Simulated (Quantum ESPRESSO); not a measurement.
HfO$_{2}$, space group P4₂/nmc (No. 137):

```xyz
6
Lattice="3.5580 0.0000 0.0000 0.0000 3.5580 0.0000 0.0000 0.0000 5.1719" Properties=species:S:1:pos:R:3 pbc="T T T"
Hf     1.7790     1.7790     2.5859
Hf     0.0000     0.0000     0.0000
O      0.0000     1.7790     3.6059
O      0.0000     1.7790     1.0199
O      1.7790     0.0000     4.1519
O      1.7790     0.0000     1.5660
```
Geometry: a computed entry of the Materials Project; it was not checked against measured cells. It is HfO2 in P4₂/nmc. Stability against distortions was not tested. The run has no spin polarisation.

```tsv
site	Wyckoff letter	site symmetry
Hf	a	-4m2
O	d	2mm
```

Cores are frozen. Against all-electron runs on small test molecules, this scheme's |Vzz| missed by −2 to +6 % on O. Hf had no test against all-electron runs. Spin–orbit coupling is left out, a limit on Hf.

**Question.** Where does symmetry force the field gradient to vanish or to be axial, and what does PBE PAW (JTH datasets; density from pw.x of a modified build of Quantum ESPRESSO, gradients reconstructed from it by a script) give?

**Answer.** 
```csv
site,by symmetry,Vzz (a.u.),η_Q
Hf,"axial, η = 0 (an axis of order 3 or more)",1.372,0.00
O,η is free,0.104,0.17
```
